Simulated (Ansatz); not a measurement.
## Ba2InSbSe5: levels and charges under dearer methods

A database entry relaxed whole under r2SCAN at zero pressure (Cmc2_1, No. 36):

```
CELL_PARAMETERS angstrom
2.16048 -9.60580 0.00000
2.16048 9.60580 0.00000
0.00000 0.00000 13.27044
ATOMIC_POSITIONS crystal
Ba 0.11307 0.88693 0.31212
Ba 0.88693 0.11307 0.81212
Ba 0.12955 0.87045 0.69126
Ba 0.87045 0.12955 0.19126
In 0.43877 0.56123 0.55302
In 0.56123 0.43877 0.05302
Sb 0.21839 0.78161 0.97692
Sb 0.78161 0.21839 0.47692
Se 0.04416 0.95584 0.94279
Se 0.95584 0.04416 0.44279
Se 0.28258 0.71742 0.33680
Se 0.71742 0.28258 0.83680
Se 0.31117 0.68883 0.63141
Se 0.68883 0.31117 0.13141
Se 0.35342 0.64658 0.99903
Se 0.64658 0.35342 0.49903
Se 0.50330 0.49670 0.72181
Se 0.49670 0.50330 0.22181
```

Its volume is 30.60 Å³ an atom, +3.5 % against the entry's 29.56, a measured cell (2013, 153 K).

Single points on this cell with plane-wave PAW DFT (Ansatz 0.2.0; r2SCAN 500 eV, hybrids 420 eV; fermi-dirac occupations of width 0.020 eV; no moments): r2SCAN on a 8×8×2 Γ-centred mesh; r2SCAN with spin-orbit coupling on a 2×2×2 Γ-centred mesh; PBE0 on a 4×4×2 Γ-centred mesh.

**Question.** How do gap, pressure and charges move from level to level?

**Answer.** The runs give:

```
                          level               gap (eV), or kind  pressure (GPa)  Bader charge of Ba (e)  Bader charge of In (e)  Bader charge of Sb (e)  Bader charge of Se (e)
                         r2SCAN                            1.15             0.0                   +1.47                   +1.10                   +1.03                   -1.02
r2SCAN with spin-orbit coupling                            1.15             0.2                   +1.48                   +1.11                   +1.02                   -1.02
                           PBE0  its mesh misses the band edges            -0.4                   +1.48                   +1.12                   +1.09                   -1.03
```

Under r2SCAN the gap is 1.15 eV, over mesh and band path. Spin-orbit coupling moves the r2SCAN gap by +0.00 eV.

Caveats: the relaxation kept the start's symmetry; hybrid pressures are good to a few tenths of a GPa; pressure is positive in compression.
